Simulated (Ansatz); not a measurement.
Computed with Ansatz, DFT PBE, scalar-relativistic, plane waves, PAW. Settings: cutoff 420 eV, Γ-centred meshes spaced at most about 0.3 Å⁻¹, and about 0.25 Å⁻¹ or finer for metals (2π included), Gaussian smearing. Collinear spin in cells that started with moments and kept them past the coarse steps, no spin elsewhere.

These are static total energies at zero pressure.

Two forms of Al3Co2Ni were relaxed alike.

A. (site moments Co -0.3 (×2) μB)

```xyz
6
Lattice="2.8749 0.0000 0.0000 0.0000 2.8749 0.0000 0.0000 0.0000 8.5684" Properties=species:S:1:pos:R:3 pbc="T T T"
Al    1.4374    1.4374    0.0000
Al    1.4374    1.4374    2.8292
Al    1.4374    1.4374    5.7392
Co    0.0000    0.0000    7.1358
Co    0.0000    0.0000    1.4326
Ni    0.0000    0.0000    4.2842
```

B. (site moments Co 0.6 (×2); Ni 0.2 μB)

```xyz
6
Lattice="4.0632 0.0000 0.0000 -2.0316 3.5188 0.0000 0.0000 0.0000 4.9716" Properties=species:S:1:pos:R:3 pbc="T T T"
Al    0.0000    0.0000    0.0000
Al    2.0316    1.1729    1.6385
Al    0.0000    2.3459    3.3331
Co    2.0316    1.1729    4.1389
Co    0.0000    2.3459    0.8327
Ni    0.0000    0.0000    2.4858
```

Task: Which placement of the atoms is lower in energy, and by how much?

Result: A is lower, by 12 meV/atom. The two share one framework of sites and differ in which element sits where. A has space group P4/mmm (No. 123), 11.8 Å³/atom and no gap on its mesh; B has space group P-3m1 (No. 164), 11.8 Å³/atom and no gap. Counting all near atoms (those within 1.25 times the shortest distance at each site; a plus sign parts nearer from farther groups), A and B both have Al 8+6, Co 8+6, Ni 8+6. In A, Al on a site of symmetry 4/mmm is surrounded by 8 Co at 2.49 Å and 6 Al at 2.83–2.87 Å; Co is surrounded by 8 Al at 2.47–2.49 Å, 1 Ni at 2.85 Å and 5 Co at 2.87 Å; Ni is surrounded by 8 Al at 2.50 Å, 2 Co at 2.85 Å and 4 Ni at 2.87 Å; 1 more site not described. In B, Al on a site of symmetry -3m is surrounded by 2 Ni at 2.49 Å, 6 Co at 2.49 Å and 6 Al at 2.86 Å; Co is surrounded by 8 Al at 2.47–2.50 Å, 3 Ni at 2.87 Å and 3 Co at 2.88 Å; around Ni lie 8 Al at 2.49 Å and 6 Co at 2.87 Å; 1 more site not described. Both come from invented guesses.

For metals, differences of a few meV/atom aren't resolved. Another magnetic order may lie lower. Cells relaxed within their symmetry can be saddle points.
